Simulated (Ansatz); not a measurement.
Space group P4mm (No. 99). a = 3.748 Å, b = 3.748 Å, c = 4.807 Å, α = 90.00°, β = 90.00°, γ = 90.00°
```csv
atom,site,symmetry,x,y,z
Sn,1b,4mm,0.5000,0.5000,0.2405
Ge,1a,4mm,0.0000,0.0000,0.7829
O,2c,2mm.,0.0000,0.5000,0.9883
```

Equation of state of this SnGeO2 structure (not necessarily the ground state), with shape and atoms relaxed at each volume where symmetry leaves them free. Method: DFT PBE, scalar-relativistic, plane waves, PAW in Ansatz 0.2.0.

Settings: cutoff 420 eV, Γ-centred mesh 8×8×6 on the computed 4-atom cell, Gaussian smearing of 0.02 eV; no spin polarisation.

```csv
V (Å³/atom),E − E(largest V) (meV/atom),P (GPa),gap on mesh (eV)
15.872,2.50,1.90,0.66
16.379,-1.61,0.85,0.83
16.885,-2.91,0.02,1.00
17.392,-2.14,-0.55,1.16
17.899,0.00,-0.91,1.33
```

Task: Fit a third-order Birch–Murnaghan equation, E = E0 + (9V0B0/16)·[(x − 1)³B0' + (x − 1)²(6 − 4x)] with x = (V0/V)^(2/3), to E(V).

Result: V0 = 16.92 Å³/atom, B0 = 21 GPa, B0' = 10.9. B0' is unusual or poorly fixed by this range.

The cell holds layers, chains or molecules and no dispersion correction was added, so their binding is poorly described.

The slope of the tabulated pressures gives B = 23 GPa at V0, so the fit is only rough here.

The cell was found from a structure generator's guess, not taken from experiment.
